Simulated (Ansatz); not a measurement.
SnSe₂ (CdI2 type)

```xyz
3
Lattice="3.8399 0.0000 0.0000 -1.9200 3.3255 0.0000 0.0000 0.0000 6.0088" Properties=species:S:1:pos:R:3 pbc="T T T"
Sn     0.0000     0.0000     0.0000
Se     0.0000     2.2170     1.5936
Se     1.9200     1.1085     4.4152
```

The relaxed cell is deformed in two ways at once: its volume V is scaled, and at that volume it is stretched along z (the c axis of the conventional cell) so that c/a changes. Fractional atomic positions are held.

Level of theory: PBE-D3(BJ) (plane waves to 420 eV, PAW, scalar-relativistic; Ansatz, a quantum-chemistry and plane-wave program). k mesh 10×10×6 (Γ-centred), Fermi-Dirac smearing 0.05 eV. E stands for the smeared free energy. As the atoms are clamped, bonds stretch with the cell, which overstates energies and stresses. As the smearing reaches across the gap at some points, the response to shear is sensitive to the k mesh, so small differences along c/a are uncertain. SnSe2 was relaxed with its symmetry unable to fall. ΔE is measured from the relaxed starting cell.

Estimate the ΔE (kJ/mol of atoms) for all points of the grid V/V₀ = 0.920, 0.947, 0.973, 1.000, 1.027, 1.053, 1.080 by (c/a)/(c/a)₀ = 0.880, 0.920, 0.960, 1.000, 1.040, 1.080, 1.120.

ΔE (kJ/mol of atoms), with V/V₀ across and (c/a)/(c/a)₀ down:

| (c/a)/(c/a)₀ \ V/V₀ | 0.920 | 0.947 | 0.973 | 1.000 | 1.027 | 1.053 | 1.080 |
|---|---|---|---|---|---|---|---|
| 0.880 | 7.7 | 5.5 | 4.3 | 3.9 | 4.3 | 5.3 | 6.8 |
| 0.920 | 5.7 | 3.5 | 2.2 | 1.9 | 2.2 | 3.1 | 4.6 |
| 0.960 | 4.4 | 2.1 | 0.9 | 0.5 | 0.8 | 1.8 | 3.3 |
| 1.000 | 3.9 | 1.6 | 0.4 | 0.0 | 0.3 | 1.3 | 2.8 |
| 1.040 | 4.3 | 2.1 | 0.9 | 0.5 | 0.9 | 1.9 | 3.4 |
| 1.080 | 5.9 | 3.7 | 2.5 | 2.1 | 2.5 | 3.4 | 5.0 |
| 1.120 | 8.5 | 6.3 | 5.1 | 4.7 | 5.1 | 6.0 | 7.5 |

(A scan under strain: stresses follow from slopes of the energy per volume, elastic moduli from its curvatures.)
